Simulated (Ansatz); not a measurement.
**Computed properties of Au**

Au:
```
Au
1.0
   -1.60708     1.60708     1.60708
    1.60708    -1.60708     1.60708
    1.60708     1.60708    -1.60708
Au
1
Direct
  0.00000   0.00000   0.00000
```

Space group Im-3m (No. 229), bcc (W type); conventional cell a = b = c = 3.2142 Å, α = β = γ = 90.00°.

Method: LDA (plane waves, PAW; program Ansatz). The cell and atoms are relaxed at this level. Other levels are named where they apply.

**Cell and energy**

```
Quantity               Value
---------------  -----------
Volume per atom     16.60 Å³
Density          19.70 g/cm³
```

**Electronic structure**

```
Item                                                                         Value
------------------------------------  --------------------------------------------
Electronic character                                             metallic (no gap)
Density of states at the Fermi level  0.27 states/eV per atom (mean over ±0.08 eV)
```

**Mechanics**

```
Property                                                               Result
-------------------------------------  --------------------------------------
Bulk modulus (Birch–Murnaghan fit)                                  1940 kbar
Pressure derivative B′                                                    5.7
Elastic constants (relaxed ions, GPa)        C11 = 186, C12 = 196, C44 = 75.7
Mechanical stability                   unstable (C has a negative eigenvalue)
```

The first step of the workflow began from a Materials Project structure, measured or hypothetical; the Crystallography Open Database copy checked does not list it. It is not the phase usual at ambient conditions (space group No. 225). The cell was relaxed with LDA under the symmetry of its start. As this level gives no gap, shear constants depend on the k-mesh and smearing (Fermi–Dirac, 0.1 eV here). Spin–orbit coupling is left out wherever it is not named.

Potentials: the later of the program's two PAW sets.
